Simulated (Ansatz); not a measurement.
SrCuSi: strain energy, fitted

SrCuSi, P-6m2, a = 4.054 Å, c = 4.619 Å. The structure is a Materials Project entry; whether it is the stable form wasn't checked. Ansatz: PBEsol, PAW, 420 eV, Γ-centred 12×12×10 mesh on 3 atoms, Gaussian smearing 0.10 eV; no spin polarisation. Series: biaxial strain in the a-b plane, c and atoms relaxed; x is the strain in per cent. y is the free energy over the unstrained cell, V0 = 21.908 Å³/atom.

| x (%) | y (meV/atom) |
| --- | --- |
| -4.5 | ? |
| -3.0 | 20.73 |
| -1.5 | 4.74 |
| 0.0 | 0.00 |
| 1.5 | 3.88 |
| 3.0 | 13.76 |
| 4.5 | 28.30 |

Question: Fit y = c2 x² + c3 x³ to the other rows, turn c2 into a modulus, and predict the missing energy.

Answer: Least squares on the rows shown. y = 1.9326 x² − 0.12043 x³. In eV per unit strain² c2 is 19.33; M is the biaxial modulus (E = M V0 ε²): 19.33 × 160.2 / (21.908) = 141 GPa. At x = -4.5 the fit asked for gives 50.11 meV/atom. The run gave 50.07 meV/atom, so the fit is 0.04 meV/atom too high, within the rms miss on the fitted rows (0.19 meV/atom).